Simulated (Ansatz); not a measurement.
Data sheet: Hg (DFT)

Hg:
```cif
data_Hg2
_chemical_formula_sum 'Hg2'
_space_group_name_H-M_alt 'P63/mmc'
_space_group_IT_number 194
_space_group_name_Hall '-P 6c 2c'
_cell_length_a 3.39649
_cell_length_b 3.39649
_cell_length_c 5.35500
_cell_angle_alpha 90.000
_cell_angle_beta 90.000
_cell_angle_gamma 120.000
loop_
_atom_site_label
_atom_site_type_symbol
_atom_site_symmetry_multiplicity
_atom_site_Wyckoff_symbol
_atom_site_fract_x
_atom_site_fract_y
_atom_site_fract_z
_atom_site_occupancy
Hg1 Hg 2 c 0.33333 0.66667 0.25000 1
```

Space group P6_3/mmc (No. 194), hcp (Mg type); conventional cell a = b = 3.396 Å, c = 5.355 Å, α = β = 90.00°, γ = 120.00°.

Method: the program Ansatz at the r²SCAN+D4 level (PAW). The cell and atoms are relaxed at this level. Other levels are named where they apply.

### Cell and energy

| Quantity | Result |
|---|---|
| Volume per atom | 26.75 Å³ |
| Density | 12.45 g/cm³ |

### Electronic structure

| Item | Result |
|---|---|
| Electronic character | metallic (no gap) |
| Density of states at the Fermi level | 0.07 states/eV per atom (mean over ±0.08 eV) |

The workflow started from a Materials Project entry (that database holds measured and hypothetical structures alike); the Crystallography Open Database copy checked does not list it. It is not the usual solid phase (space group No. 166). Symmetry was held in the r²SCAN+D4 relaxation; whether a distortion lowers the energy is not shown. The substance is a gas or liquid at ambient conditions. The pairwise dispersion correction was not fitted to metals. Axis ratios of metals converge slowly with the k-mesh, so a and c are less sure than the volume. Spin–orbit coupling is left out wherever it is not named.

Potentials: the later of the program's two PAW sets.
